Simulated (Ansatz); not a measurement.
H in Bi₂Te₂Pb₂S₃

Level of theory: Ansatz 0.2.0, DFT PBE+D3(BJ), scalar-relativistic, plane waves, PAW.

Plane waves to 420 eV, a k mesh through Γ of 12×12×2 on the computed 9-atom cell and Gaussian smearing (0.02 eV); no spin polarisation for the host; each changed cell takes a mesh and smearing chosen by its own gap and starts from the host's moments or customary ones, or runs without spin. Cells and atoms are relaxed to the nearest stationary point that keeps the symmetry of their start (forces under 0.02 to 0.04 eV/Å, stress under 0.1 to 0.2 GPa); energies are at zero smearing, without zero-point or thermal terms.

Relaxed host (gap on the mesh 0.29 eV):

```yaml
crystal:
  lattice:
    - [4.22393, 0.00000, 0.00000]
    - [-2.11197, 3.65803, 0.00000]
    - [0.00000, 0.00000, 16.71029]
  atoms:
    - { symbol: Bi, position: [0.00000, 0.00000, 0.19294] }
    - { symbol: Bi, position: [0.00000, 0.00000, 0.80706] }
    - { symbol: Te, position: [0.33333, 0.66667, 0.91492] }
    - { symbol: Te, position: [0.66667, 0.33333, 0.08508] }
    - { symbol: Pb, position: [0.33333, 0.66667, 0.60186] }
    - { symbol: Pb, position: [0.66667, 0.33333, 0.39814] }
    - { symbol: S, position: [0.33333, 0.66667, 0.29707] }
    - { symbol: S, position: [0.66667, 0.33333, 0.70293] }
    - { symbol: S, position: [0.00000, 0.00000, 0.50000] }
```

Cases: (1) 1 H in a 1×1×1 repeat of the cell, at (0.000 0.000 0.000) in fractions of that repeat, 2.82 Å from the nearest atom of the relaxed host; (2) 2 H in a 1×1×1 repeat of the cell, at (0.333 0.667 0.133), (0.667 0.333 0.867) in fractions of that repeat, 2.57 Å from the nearest atom of the relaxed host.

Question: Give the energy per H taken from half an H2 molecule (negative: uptake is favourable), the swelling and the final surroundings.

Answer:
```
case formula energy per H (eV)  ΔV (%) principal strains (%) nearest host atoms of the first H  gap (eV)
   1   Bi2Te2HPb2S3               2.03    -1.0         +0.5 -0.8 -0.8                 6 (Te) from 2.79 Å         0
   2  Bi2Te2H2Pb2S3               1.74    -2.4         +3.8 -3.0 -3.0              7 (BiSTe) from 2.47 Å         0
```

Each ion keeps what symmetry its start has, so a lower place off a symmetric site can be missed, above all for H. Here H ends farther from every host atom than a bond reaches, much like a free atom; bound to one of them it would lie far lower.

Relaxed structure of case 2, the lowest per ion:

```xyz
11
Lattice="4.0960 0.0000 0.0000 -2.0480 3.5472 0.0000 0.0000 0.0000 17.3389" Properties=species:S:1:pos:R:3 pbc="T T T"
Bi    4.0960    0.0000    3.2075
Bi   -2.0480    3.5472   14.1314
Te    0.0000    2.3648   16.2263
Te    2.0480    1.1824    1.1125
Pb    0.0000    2.3648   10.4339
Pb    2.0480    1.1824    6.9049
S     0.0000    2.3648    5.1678
S     2.0480    1.1824   12.1710
S     0.0000    0.0000    8.6694
H     0.0000    2.3648    2.5096
H     2.0480    1.1824   14.8292
```

Spin-orbit coupling is left out. Spin polarisation was left out, and a magnetic state may lie lower. An atom lies near a switch of its D3 coefficient C6 between reference coordination numbers, so the dispersion energy changes steeply there and can make or shift the minimum.

Cost: 3 runs of about 14 core-minutes in all, on AMD EPYC 7R13 Processor (Zen 3) (shared hosts).